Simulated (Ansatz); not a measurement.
BaO (rock salt, Fm-3m), the program Ansatz at the PBEsol level (PAW): ε∞ = 4.28, cell volume 41.36 Å³. Infrared-active transverse modes:

| ω_TO (cm⁻¹) | oscillator strength S_xx (e²/amu) |
|---|---|
| 77.2 | 0.5383 |

### Question
Compute the static dielectric constant.

### Answer
Each mode adds (4.921e7/V) S/ω²: 107.54. So ε0 = 112.

### Question
What LO frequency does the Lyddane–Sachs–Teller relation give?

### Answer
ω_LO = ω_TO √(ε0/ε∞) = 394 cm⁻¹.

The cell was relaxed with PBEsol under the symmetry of its start; of distortions, only those at the zone centre were tested. Spin–orbit coupling is left out wherever it is not named.

Potentials: the later of the program's two PAW sets.
